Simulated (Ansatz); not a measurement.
An Ansatz (a quantum-chemistry and plane-wave program) run. Input:

Ansatz 0.2 input:
```yaml
crystal:
  lattice:
    - [5.3264054776, 0.0, 0.0]
    - [0.0, 5.3264054776, 0.0]
    - [0.0, 0.0, 3.2477736439]
  atoms:
    - { symbol: Hf, position: [0.2953492339, 0.2953492339, 0.0] }
    - { symbol: Hf, position: [0.7046507661, 0.7046507661, 0.0] }
    - { symbol: Hf, position: [0.2046507661, 0.7953492339, 0.5] }
    - { symbol: Hf, position: [0.7953492339, 0.2046507661, 0.5] }
    - { symbol: N, position: [0.0, 0.0, 0.0] }
    - { symbol: N, position: [0.5, 0.5, 0.5] }
kpoints:
  mp_grid: { grid: [8, 8, 13] }
hamiltonian:
  xc: r2scan
  pseudopotentials: { kind: paw }
scf:
  occupations: { method: gaussian, width: 0.05 }
checkpoint: { read: metal.run }
output: { bader: true, populations: true }
```

Output (shortened):

```
Pseudopotential: Hf, paw, valence charge 26
Pseudopotential: N, paw, valence charge 5
Functional definition: r2SCAN
Crystal: 6 atoms, lattice volume = 92.141 Å³
Basis set: ecut = 500 eV, 2343 PW (Γ), exchange–correlation on 160×160×96 points (64 copies of the dense FFT grid, shifted against one another)
Bands: 69, of which v1, the nominal top of the filled ones, is band 57 counted from 1 (56 counted from 0)
Symmetry: 16 space group operations
Space group: P42/mnm (ITA 136), of the structure as read, at distance tolerance 4.5e-5 Å
k-points: 105 of 832
Stability of the state it starts from, as read at its close in the unpolarized treatment …
iter 1 solved again at ethr=3.26e-8 eV; its pass at ethr=3.10e-3 eV (dr2=3.71e-5 eV) is discarded
SCF iter   1: F=—  HF=-63709.965435 eV  |F-HF|=—  |Δ(HF+E_count)|=         —  Δρ=4.42e-7  dr2=2.02e-10  dr2_τ=2.84e-11  ethr=3.26e-8  ⟨swp⟩=3.0  Hψ=42431  notcnv=0
preconditioner: auto → Kerker (q_TF=auto, 2.827 Å⁻¹)
SCF iter   2: F=-63709.965435 eV  HF=-63709.965435 eV  |F-HF|=2.91e-11  |Δ(HF+E_count)|=   3.07e-8  Δρ=2.84e-7  dr2=6.61e-11  dr2_τ=2.83e-11  ethr=1.00e-12  ⟨swp⟩=6.7  Hψ=28578  notcnv=0
SCF 1 converged in 2 iterations: F = -63709.965435 eV  dr2 = 6.61e-11
SCF converged after 2 iterations
Free energy (F): -63709.965435 eV
Harris-Foulkes:  -63709.965435 eV  (|F-HF|=2.91e-11)
Internal energy: -63709.963187 eV  (E = F + TS)
E sigma→0 (E₀):  -63709.964311 eV
Entropy (-TS):   -0.002248 eV (-0.375 meV/atom)
Fermi energy:    20.950805 eV
--- Per-component energies (eV) ---
  E_band       = 305.224353
  E_kinetic    = 1962.689707
  E_local      = -20035.629743  (includes V_loc(G=0)·N_el)
  E_nonlocal   = -4904.117748
  E_hartree    = 9456.897406
  E_xc         = -1255.223066
  E_vxc        = -1345.625228  (∫ρ·V_xc dr)
  E_paw        = -28065.812046  (= ΣΔE_a)
  E_vpaw       = 5646.772570  (= ΣTr[D̂ρ^β])
  E_aug_tail   = 0.000032  (compensation charges beyond the density's cutoff)
  E_vtau       = 67.339711  (kinetic-family band-sum trace: ∫τ·v_τ [+ j·A + Jᵃ·Aᵃ] dr)
  E_ewald      = -20869.994686
  E_core_change = 1.226958  (= ΣΔE_core)
  E_smearing   = -0.002248  (= −TS)
  E_closure    =  0.000000  (closes the sum)
  Σ components = -63709.965435   (vs F -63709.965435, Δ=0.00e0)
  [band-id]    e_kinetic+e_local+e_nonlocal+2·e_hartree+e_vxc+e_vpaw+e_augmentation_tail+e_vtau = 305.224112   (vs E_band 305.224353, Δ=-2.41e-4)
--- Band table (eV; the first three rows and the last of 105) ---
  k-point 0: bands = ["-42.6430", "-42.5772", "-42.5772", "-42.5478", "-11.4467", "-10.9812", "-10.8996", "-10.8996", "-10.6691", "-10.5119", "-10.4369", "-10.4369", "-10.3282", "-10.3282", "-10.3156", "-10.3025", "3.6832", "5.4094", "8.9347", "8.9424", …
  k-point 1: bands = ["-42.6406", "-42.5762", "-42.5762", "-42.5482", "-11.4315", "-10.9697", "-10.8893", "-10.8893", "-10.6869", "-10.5218", "-10.4612", "-10.4612", "-10.3469", "-10.3328", "-10.3328", "-10.3104", "3.7307", "5.4010", "8.9373", "8.9453", …
  k-point 2: bands = ["-42.6339", "-42.5736", "-42.5736", "-42.5496", "-11.3878", "-10.9359", "-10.8592", "-10.8592", "-10.7343", "-10.5547", "-10.5262", "-10.5262", "-10.4306", "-10.3486", "-10.3486", "-10.3341", "3.8634", "5.3715", "8.9448", "8.9532", …
  k-point 104: bands = ["-42.5772", "-42.5772", "-42.5622", "-42.5622", "-11.2777", "-11.2777", "-11.0518", "-11.0518", "-10.5640", "-10.5640", "-10.5461", "-10.5461", "-10.5287", "-10.5287", "-10.4067", "-10.4067", "4.7483", "4.7483", "8.9652", "8.9652", …
--- Löwdin populations: 6 sites ---
  site symbol       q [e]
     0     Hf     25.5894
     1     Hf     25.5894
     2     Hf     25.5894
     3     Hf     25.5894
     4      N      5.6355
     5      N      5.6355
  spilling = 0.003258 (of n_electrons = 114.000000)
--- Bader charges: 6 sites ---
  site symbol  charge [e]  shift [e]
     0     Hf      1.0098     0.0015
     1     Hf      1.0099     0.0015
     2     Hf      1.0098     0.0015
     3     Hf      1.0098     0.0015
     4      N     -2.0197     0.0031
     5      N     -2.0197     0.0031
  shift: an alarm, by how much a part of what the PAW files miss would move the charge. Where it is large, compare
  with a run on PAW files of another source; a small one proves nothing
  estimated error of the sums over rays = 7.3e-4 e
```

Cost: about 100 core-seconds (a rough figure) on shared cores.

Space group P4_2/mnm (anti-rutile). The workflow started from a Materials Project entry (that database holds measured and hypothetical structures alike); the Crystallography Open Database copy checked does not list it. Its standing as an ambient phase is unchecked. The r²SCAN relaxation kept the symmetry of its start; its stability against distortions is not shown here. No spin polarisation was allowed. Scalar-relativistic: spin–orbit coupling is off unless named, which matters more the heavier the elements.

Potentials: the later of the program's two PAW sets.

Ansatz is a plane-wave DFT program.
